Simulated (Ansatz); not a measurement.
InP (CsCl type, Pm-3m) at seven volumes, the program Ansatz at the PBE level (PAW), scaled uniformly. One row is withheld.

```json
[
 {"V (Å³/atom)": "18.651", "P (GPa)": "7.52"},
 {"V (Å³/atom)": "19.266", "P (GPa)": "4.56"},
 {"V (Å³/atom)": "19.881", "P (GPa)": "?"},
 {"V (Å³/atom)": "20.496", "P (GPa)": "0.01"},
 {"V (Å³/atom)": "21.110", "P (GPa)": "-1.77"},
 {"V (Å³/atom)": "21.725", "P (GPa)": "-3.25"},
 {"V (Å³/atom)": "22.340", "P (GPa)": "-4.51"}
]
```

Q: Fit the shown pressures and predict the withheld one.

A: P = (3/2)B₀(x^(7/2) − x^(5/2))[1 + (3/4)(B′ − 4)(x − 1)] with x = (V₀/V)^(2/3). Least squares on the six rows gives V₀ = 20.496 Å³/atom, B₀ = 63.9 GPa, B′ = 4.66. At V = 19.881, x = 1.0205 and P = 2.09 GPa. The run itself gave 2.03 GPa.

A made-up cell: these elements were put on the sites of a structure type; neither database checked (COD, Materials Project) lists it. It is not the phase usual at ambient conditions (space group No. 216). The cell was relaxed with PBE under the symmetry of its start; its stability against distortions is not shown here.

Potentials: the later of the program's two PAW sets.
